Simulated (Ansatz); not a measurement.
This cell of Ge (diamond) is off equilibrium:

```
CELL_PARAMETERS angstrom
      0.00000     5.76221     5.76221
      2.88111     0.00000     2.88111
      2.88111     2.88111     0.00000
ATOMIC_POSITIONS crystal
  Ge 0.29208 0.47195 0.47195
  Ge 0.70792 0.52805 0.52805
  Ge 0.33292 0.77805 0.77805
  Ge 0.91708 0.72195 0.72195
```

Method: PBE (plane waves to 420 eV, PAW, scalar-relativistic; Ansatz, a program for electronic structure). k mesh 7×14×14 (Γ-centred), Fermi-Dirac smearing 0.05 eV. Stress and pressure are positive under compression. With partly filled bands, energies and forces of such displacements shift with the k mesh and the smearing. Ge was relaxed with its symmetry unable to fall. The PAW data are Ansatz's earlier set.

Question: Predict the force on every atom, in eV/Å.

Answer: 
```json
[
 {"atom": "Ge1", "Fx": "0.672", "Fy": "-0.672", "Fz": "-0.672"},
 {"atom": "Ge2", "Fx": "-1.493", "Fy": "1.493", "Fz": "1.493"},
 {"atom": "Ge3", "Fx": "-0.672", "Fy": "0.672", "Fz": "0.672"},
 {"atom": "Ge4", "Fx": "1.493", "Fy": "-1.493", "Fz": "-1.493"}
]
```

Question: What is the stress tensor (GPa)?

Answer: 
```
    2.2      1.7      1.7
    1.7      2.2     -1.7
    1.7     -1.7      2.2
```
The pressure, a third of the trace, is 2.2 GPa.

(A displaced cell: forces are minus the slopes of the energy, force constants its curvatures, and phonons follow from these.)
